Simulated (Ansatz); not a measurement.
Relaxed candidate structures of Mg:

A. Im-3m (No. 229), cI2, bcc (W type); a = b = c = 3.5563 Å, α = β = γ = 90.00°; Mg 2a (0.000, 0.000, 0.000)

B. P6₃/mmc (No. 194), hP2, hcp (Mg type); a = b = 3.1667 Å, c = 5.1890 Å, α = β = 90.00°, γ = 120.00°; Mg 2d (0.667, 0.333, 0.250)

C. P6/mmm (No. 191), hP3; a = 5.066 Å, b = 5.066 Å, c = 3.079 Å, α = 90.00°, β = 90.00°, γ = 120.00°; Mg 1a (0.000, 0.000, 0.000); Mg 2d (0.333, 0.667, 0.500)

**Question.** Put the candidates in order of energy per atom, lowest first, for PBEsol (plane waves to 420 eV, PAW, scalar-relativistic; Ansatz, a first-principles code).

**Answer.** B (reference, the lowest of the structures calculated here), A (+0.03 eV/atom), C (+0.06 eV/atom)

Each run could gain symmetry but not lose that of its start, so entries can be saddle points. From databases, or of a type measured for this composition: Im-3m, cI2, bcc (W type); P6₃/mmc, hP2, hcp (Mg type); the others are generated cells (placed on structure types, drawn at random, substituted or restacked) that were not matched to a known phase here. Energies are at zero temperature and pressure, without zero-point motion. No spin polarisation in the result.
